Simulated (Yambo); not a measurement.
# Optical response of RbCl at +1 % isotropic strain

```xyz
2
Lattice="3.9249 0.0000 0.0000 0.0000 3.9249 0.0000 0.0000 0.0000 3.9249" Properties=species:S:1:pos:R:3 pbc="T T T"
Cl     1.9625     1.9625     1.9625
Rb     0.0000     0.0000     0.0000
```

Yambo, RPA with local fields on PBEsol bands; 10×10×10 mesh, 41 bands, 4 Ry local-field block, 0.2 eV broadening; field along x.

```
E (eV)  Im ε  Re ε  Im ε, independent particles
------  ----  ----  ---------------------------
0.0     0.00  2.53                         0.00
0.5     0.00  2.54                         0.00
1.0     0.01  2.55                         0.01
1.5     0.01  2.57                         0.01
2.0     0.02  2.60                         0.02
2.5     0.02  2.65                         0.03
3.0     0.03  2.71                         0.04
3.5     0.04  2.79                         0.05
4.0     0.06  2.91                         0.07
4.5     0.09  3.08                         0.12
5.0     0.24  3.33                         0.29
5.5     0.52  3.42                         0.60
6.0     0.73  3.62                         0.90
6.5     0.98  3.84                         1.37
7.0     1.96  3.96                         2.93
7.5     2.95  3.27                         4.25
8.0     2.74  2.00                         3.39
8.5     2.52  1.41                         2.94
9.0     1.83  1.55                         2.66
9.5     1.55  1.89                         2.82
10.0    2.45  2.07                         4.12
10.5    2.72  1.04                         2.66
11.0    1.90  0.44                         1.61
11.5    1.35  0.25                         1.12
12.0    0.68  0.63                         0.77
12.5    0.57  1.10                         0.87
13.0    0.66  1.38                         1.14
13.5    0.83  1.59                         1.53
14.0    1.06  1.77                         1.89
14.5    1.48  1.73                         2.13
15.0    1.76  1.21                         2.30
15.5    1.45  1.03                         2.49
16.0    1.40  0.82                         2.38
16.5    1.22  0.86                         2.21
17.0    1.05  0.88                         1.99
17.5    1.09  1.04                         2.24
18.0    1.29  0.97                         2.46
18.5    1.30  0.92                         2.54
19.0    1.36  0.69                         1.62
19.5    1.24  0.48                         1.07
20.0    1.32  0.40                         0.72
```

Structure narrower than a few tenths of an eV can come from the finite k mesh. Convergence of the RPA response with its 10×10×10 mesh was not tested. No excitonic effects at this level.

Geometry strained from the cell relaxed with PBEsol, atoms relaxed again.

This is not the ordinary phase of the substance.
